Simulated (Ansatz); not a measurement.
The relaxed structure here is a generated cell of SnS2: the first start was made by placing the elements on the sites of a structure type, and the end was not matched to a known phase here, so it may be hypothetical. Known forms of SnS2 include space group No. 164.

A relaxed structure of SnS$_{2}$. Space group P1 (No. 1). Level of theory: PBE (plane waves to 420 eV, PAW, scalar-relativistic; Ansatz, an electronic-structure program).

```cif
data_S4Sn2
_chemical_formula_sum 'Sn2 S4'
_space_group_name_H-M_alt 'P1'
_space_group_IT_number 1
_space_group_name_Hall 'P 1'
_cell_length_a 4.11358
_cell_length_b 6.08306
_cell_length_c 6.84031
_cell_angle_alpha 77.195
_cell_angle_beta 77.515
_cell_angle_gamma 75.311
loop_
_atom_site_label
_atom_site_type_symbol
_atom_site_symmetry_multiplicity
_atom_site_Wyckoff_symbol
_atom_site_fract_x
_atom_site_fract_y
_atom_site_fract_z
_atom_site_occupancy
Sn1 Sn 1 a 0.59373 0.88626 0.92815 1
Sn2 Sn 1 a 0.38246 0.48746 0.60190 1
S1 S 1 a 0.17388 0.95121 0.59299 1
S2 S 1 a 0.00941 0.74369 0.21208 1
S3 S 1 a 0.79773 0.46068 0.86530 1
S4 S 1 a 0.02333 0.04865 0.30413 1
```

For SnS2, the volume per atom comes out as 26.52 Å³ and the band gap is 0.83 eV, indirect (valence top at k = (0.3333, 0.1667, 0.2), conduction bottom at k = (0.4444, 0.1667, 0)) (no spin-orbit coupling). The smallest direct gap is 1.02 eV at k = (0.3333, 0.1667, 0.2). The shortest distances is S–S 2.10 Å; S–Sn 2.61 Å and the k-mesh is 9×6×5.

Band energies at high-symmetry points (eV from the VBM; labels of this space group; no spin-orbit coupling), from −5 eV up to 3.0 eV:

| point | energies |
|---|---|
| Γ | -4.63 -3.68 -3.50 -2.73 -2.56 -2.06 -1.93 -1.04 -0.29 1.30 2.48 2.82 2.88 |
| X | -3.98 -3.31 -2.77 -2.27 -1.98 -1.46 -0.89 -0.58 1.44 1.73 2.46 3.00 |
| Y | -4.01 -3.71 -2.91 -2.54 -2.32 -1.93 -1.42 -0.75 -0.57 0.86 1.50 2.17 2.90 |
| Z | -4.21 -3.73 -2.86 -2.71 -2.55 -2.14 -1.38 -0.32 0.86 2.10 2.53 |
| R | -4.75 -3.30 -3.14 -2.88 -2.10 -1.66 -0.82 -0.52 1.06 1.70 2.69 2.85 |
| T | -5.00 -4.04 -3.74 -3.08 -2.65 -2.23 -1.78 -1.21 -0.57 0.89 1.69 2.42 2.95 |
| U | -4.58 -3.70 -3.16 -2.78 -2.47 -1.94 -1.38 -0.50 1.35 1.91 2.59 |
| V | -4.33 -3.33 -3.02 -2.40 -2.35 -1.75 -1.12 -0.78 -0.44 0.83 1.22 1.78 2.48 2.89 |

The relaxed cell holds bonded S–S pairs (2.10 Å). No spin polarisation in the result.

It was reached from a disturbed copy of a P6/mmm (No. 191) cell, against which it lies -0.48 eV/atom.
